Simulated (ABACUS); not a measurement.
Set-up for a self-consistent single point of P (Cmce, 4 atoms in the cell; from Materials Project mp-157, changed as shown).

```
P
1.0
    1.65866    -5.50124     0.00000
    1.65866     5.50124     0.00000
    0.00000     0.00000     4.57373
P
4
Cartesian
  1.65866   1.05470   4.16749
  1.65866  -1.05470   0.40624
  1.65866   4.44654   1.88063
  1.65866  -4.44654   2.69311
```

Method: PBEsol, PseudoDojo 0.4 standard norm-conserving PBEsol (tails mended) pseudopotentials (plane waves; ABACUS).

ABACUS settings:

```
setting                                                                  value
---------------  -------------------------------------------------------------
KPT                                                          Gamma 8 8 6 0 0 0
basis_type                                                                  pw
ecutwfc                                                                  44 Ry
smearing_method                                                       gaussian
smearing_sigma                                                   0.00734986 Ry
potentials       PseudoDojo 0.4 standard norm-conserving PBEsol (tails mended)
symmetry                                                                     1
symmetry_prec                                                            1e-05
ks_solver                                                                   cg
scf_nmax                                                                   100
scf_thr                                                             1.0e-09 Ry
mixing_type                                                            broyden
mixing_beta                                                                0.4
```

Results:

```
Property                                                 Value
------------------------------------------------  ------------
Number of valence electrons                                 20
Number of bands                                             20
Number of k-points after the program's reduction            84
Number of plane waves (most at a k-point)                 2802
Number of SCF iterations                                    11
FFT grid                                          45 × 45 × 40
Free energy E − TS                                -753.2349 eV
Pressure                                             -2.03 GPa
Largest force (vector length)                       0.166 eV/Å
```

Forces (eV/Å):
```tsv
atom	Fx	Fy	Fz
P1	0.000	-0.013	0.166
P2	0.000	0.013	-0.166
P3	0.000	0.013	0.166
P4	0.000	-0.013	-0.166
```

Stress (GPa, positive for compression):
```
-2.87   0.00   0.00
 0.00  -1.43   0.00
 0.00   0.00  -1.79
```

For comparison: a first run was changed to give this one (volume scaled by 1.02), and from it to this one the free energy goes up by 3.4 meV/atom, the pressure goes from -0.64 to -2.03 GPa and the largest force goes from 0.297 to 0.166 eV/Å.

The structure comes from a collection of computed structures, made at another level of theory; the collection holds predicted forms beside known ones. No clean gap shows at this smearing width and mesh (spacing up to 0.25 Å⁻¹); the mesh is coarse for partly filled bands, so the values carry mesh errors.

Cost on one core: roughly 6 core-minutes.

“Tails mended”: in these copies of the files the far tail of each local potential was reset to the Coulomb form.
